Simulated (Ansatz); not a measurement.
BW2 in space group P4/nmm (No. 129; W on 2a, W on 2c, B on 2c) under volume change, the program Ansatz at the PBE level (PAW), shape and atoms relaxed at each volume.

```tsv
V (Å³/atom)	E − E(relaxed) (meV/atom)	P (GPa)
11.842	112.7	33.42
12.232	47.4	20.50
12.622	11.2	9.47
13.013	0.0	0.00
13.403	___	___
13.794	___	___
14.184	82.6	-20.97
```

Q: Some entries are withheld; supply them.

A: 
- 13.794, E − E(relaxed) (meV/atom): 38.6
- 13.794, P (GPa): -15.05
- 13.403, E − E(relaxed) (meV/atom): 10.1
- 13.403, P (GPa): -8.11

Q: What does a third-order Birch–Murnaghan fit give for V₀, B₀ and B′?

A: V₀ = 13.01 Å³/atom, B₀ = 291 GPa, B′ = 4.2.

The cell is a constructed one: a structure type filled with these elements; neither database checked (COD, Materials Project) lists it. COD files the formula under space group No. 140, so this cell is another polymorph or a model. Its standing as an ambient phase is unchecked. The cell was relaxed with PBE under the symmetry of its start; whether a distortion lowers the energy is not shown. The run is not spin-polarised. Spin–orbit coupling is left out wherever it is not named.

Potentials: the earlier of the program's two PAW sets.
